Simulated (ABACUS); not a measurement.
Set-up for a self-consistent single point of InP (F-43m, 2 atoms in the cell; from Materials Project mp-20351).

```yaml
crystal:
  lattice:
    - [0.00000, 2.95198, 2.95198]
    - [2.95198, 0.00000, 2.95198]
    - [2.95198, 2.95198, 0.00000]
  atoms:
    - { symbol: In, position: [0.00000, 0.00000, 0.00000] }
    - { symbol: P, position: [0.25000, 0.25000, 0.25000] }
```

Method: LDA (PW92), numerical atomic orbitals TZP (confined pseudo-atomic orbitals with Gaussian additions; energy shift 0.003 Ry), PseudoDojo 0.4 standard norm-conserving LDA (tails mended) pseudopotentials run with ABACUS 3.10.1.

ABACUS settings:

- basis: TZP numerical atomic orbitals, energy shift 0.003 Ry
- KPT: Gamma 8 8 8 0 0 0
- basis_type: lcao
- dft_functional: PWLDA
- ecutwfc: 100 Ry
- smearing_method: fd
- smearing_sigma: 0.000734986 Ry
- potentials: PseudoDojo 0.4 standard norm-conserving LDA (tails mended)
- symmetry: 1
- symmetry_prec: 1e-05
- ks_solver: genelpa
- scf_nmax: 100
- scf_thr: 1.0e-07
- mixing_type: broyden
- mixing_beta: 0.4

Results:

- Number of valence electrons: 18
- Number of bands: 19
- Number of k-points after the program's reduction: 29
- Size of the basis: 51
- Number of SCF iterations: 10
- Free energy E − TS: -1992.2693 eV
- Top of the valence band (on the code's own zero): 6.61 eV
- Gap on the k-point mesh: 0.49 eV
- Pressure: -2.18 GPa

Stress (GPa, positive for compression):
```
-2.18   0.00   0.00
 0.00  -2.18   0.00
 0.00   0.00  -2.18
```

The gap is read on the k-point mesh of the run and can differ from the gap over the whole zone at this level.

The atom-centred basis is finite, which shifts total energies, pressures and gaps against plane waves. The structure comes from a collection of computed structures, made at another level of theory; the collection holds predicted forms beside known ones.

Cost on one core: about 50 core-seconds (a rough figure).

The atomic orbitals were generated for these runs; they are not ABACUS's published sets and were checked against plane waves on a few crystals only.

“Tails mended”: in these copies of the files the far tail of each local potential was reset to the Coulomb form.
